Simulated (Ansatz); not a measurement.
## Lattice vibrations of Al6Co5Ru at Γ

Method: DFT PBE, scalar-relativistic, plane waves, PAW in Ansatz 0.2.0. Settings: 420 eV plane-wave cutoff, Γ-centred 10×10×6 mesh, Fermi-Dirac smearing of 0.15 eV. No spin polarisation. Phonons by linear response, acoustic sum rule imposed.

The cell, relaxed at this level:
```yaml
crystal:
  lattice:
    - [4.07965, 0.00000, 0.00000]
    - [0.00000, 4.07965, 0.00000]
    - [0.00000, 0.00000, 8.64264]
  atoms:
    - { symbol: Al, position: [0.00000, 0.50000, 0.82913] }
    - { symbol: Al, position: [0.00000, 0.50000, 0.17087] }
    - { symbol: Al, position: [0.00000, 0.50000, 0.50000] }
    - { symbol: Al, position: [0.50000, 0.00000, 0.82913] }
    - { symbol: Al, position: [0.50000, 0.00000, 0.17087] }
    - { symbol: Al, position: [0.50000, 0.00000, 0.50000] }
    - { symbol: Co, position: [0.00000, 0.00000, 0.00000] }
    - { symbol: Co, position: [0.00000, 0.00000, 0.33654] }
    - { symbol: Co, position: [0.00000, 0.00000, 0.66346] }
    - { symbol: Co, position: [0.50000, 0.50000, 0.33753] }
    - { symbol: Co, position: [0.50000, 0.50000, 0.66247] }
    - { symbol: Ru, position: [0.50000, 0.50000, 0.00000] }
```

The structure comes from a generated guess, relaxed at this level; another structure or a mixture of phases may lie lower. In a metal, frequencies depend on the k mesh and the smearing, soft modes most.

Optical modes at Γ:
```csv
frequency (cm⁻¹),degeneracy
148,2
164,2
170,2
197,1
210,1
212,2
219,1
219,2
231,1
240,1
276,1
291,2
294,2
315,2
320,1
332,1
340,1
357,2
363,2
369,1
378,2
386,1
```

All 33 optical modes at Γ are real: no displacement of atoms at fixed cell lowers the energy to second order. Strains and modes at other wave vectors aren't tested by this run.
